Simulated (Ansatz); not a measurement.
input.yaml (Ansatz 0.2.0):

```yaml
crystal:
  lattice:
    - [0.0, 2.6462846119, 2.6462846119]
    - [2.6462846119, 0.0, 2.6462846119]
    - [2.6462846119, 2.6462846119, 0.0]
  atoms:
    - { symbol: Gd, position: [0.5, 0.5, 0.5], spin: 7.81 }
    - { symbol: B, position: [0.0, 0.0, 0.0] }
basis:
  ecutwfc: 420
  ecutrho_ratio: 4
kpoints:
  mp_grid: { grid: [10, 10, 10] }
hamiltonian:
  xc: pbesol
scf:
  occupations: { method: gaussian, width: 0.05 }
output:
  forces: true
  stress: true
  eigenvalues: true
  populations: true
magnetization:
  spin_polarized: true
```

Launched as:
```sh
ansatz run input.yaml --threads 4 --pin off --max-ram 4096MiB --backend cpu --events-out ev --progress --plain --runs-dir out
```

The structure was built from a prototype; whether the compound forms in it isn't claimed.

**Question.** What will the run give?

**Answer.** Pressure 0.7 GPa, gap on the mesh zero (metallic), site spin moments Gd 7.10; B 0.41 μB (PBEsol, scalar-relativistic).

What the program printed, in part:

```
Gd: projections on atomic orbitals take those of the free atom [Kr 4d10] 4f7 5s2 5p6 5d1 6s2, of charge +0.00 (hamiltonian.pseudopotentials.projection_atoms); the dataset's partial waves leave at most 2.5e-4 of an orbital's norm unspanned inside its sphere
Pseudopotentials: kind: paw
Pseudopotential: Gd, paw, valence charge 18, recommended cutoff 420 eV (normal), Gd.paw.azcp
Pseudopotential: B, paw, valence charge 3, recommended cutoff 420 eV (normal), B.paw.azcp
Crystal: 2 atoms, lattice volume = 37.063 Å³
Basis set: ecut = 420 eV, 725 PW (Γ), exchange–correlation on 54×54×54 points (8 copies of the dense FFT grid, shifted against one another)
Bands: 19, of which v1, the nominal top of the filled ones, is band 11 counted from 1 (10 counted from 0)
Symmetry: 48 space group operations
Space group: Fm-3m (ITA 225), of the structure as read, at distance tolerance 3.3e-5 Å
Magnetic group: BNS 225.116 (UNI 1618), of the structure as read, at distance tolerance 3.3e-5 Å
k-points: 47 of 1000
Initial density: superposition of atomic densities (chi_scale 0.1, normalization cell, long waves kept (reshape's long-wave potential 0.00 eV rms))
Starting moments: Σ|m| = 7.81 μB on 1 of 2 sites
Initial wavefunctions: pseudopotential atomic-orbital guess
Functional: x = pbesol(κ = 0.804, μ = 0.12346), c = pbesol(β = 0.046)
```

SCF trace (energy estimate counted from the last row):
| iteration | ΔE (eV) | density residual (eV) | M (μB) |
| --- | --- | --- | --- |
| 1 | 0.429 | 1.10e0 | 7.546 |
| 2 | 0.287 | 5.27e-1 | 7.651 |
| 3 | 0.013 | 1.39e-1 | 7.923 |
| 4 | 0.029 | 6.70e-3 | 8.023 |
| 5 | 0.009 | 2.03e-3 | 8.049 |
| 6 | 3.2e-05 | 3.50e-4 | 8.099 |
| 7 | 2.2e-05 | 1.82e-4 | 8.116 |
| 8 | 3.9e-05 | 1.41e-5 | 8.129 |
| 9 | 1.6e-05 | 2.01e-6 | 8.143 |
| 10 | 2.0e-06 | 3.61e-7 | 8.155 |
| 11 | 0.000 | 2.02e-8 | 8.162 |

```
SCF 1 converged in 11 iterations: F = -9379.869950 eV  dr2 = 2.02e-8
SCF converged after 11 iterations
Magnetization: 8.1620 μB (14.5810 up, 6.4190 down)
Absolute magnetization: 8.1620 μB (∫|ρ↑−ρ↓|, with the PAW one-centre terms)
Per-site moments (μB) at R_I (Å): [(7.09577, 1.09159), (0.41395, 1.09159)]
Free energy (F): -9379.869950 eV
E sigma→0 (E₀):  -9379.867166 eV
Entropy (-TS):   -0.005568 eV (-2.784 meV/atom)
Fermi energy:    11.892204 eV
--- Forces (eV/Å), atoms counted from 1 ---
  atom   1  Gd     0.00000000     0.00000000     0.00000000
  atom   2  B      0.00000000     0.00000000     0.00000000
--- Stress (GPa, compression-positive) ---
        0.666750       0.000000       0.000000
        0.000000       0.666750       0.000000
        0.000000       0.000000       0.666750
  P = ⅓ Tr σ = 0.6667 GPa (6.667 kbar)
--- Löwdin populations: 2 sites ---
  site symbol       q [e]    m [muB]
     0     Gd     17.5725     7.6003
     1      B      3.4076     0.5568
```

It took about 13 core-seconds on a shared host.

Total energies depend on the potentials used, so only differences within one code and one set of settings carry meaning.

Without a U the 4f levels of Gd lie too near the Fermi level, so their share of the states there, and what hangs on it, is overstated. For elements this heavy, spin–orbit coupling would shift levels and gaps; it isn't included here. Site moments are of spin, integrated over atomic spheres. Only parallel moments were tried, so the real magnetic order may be another.
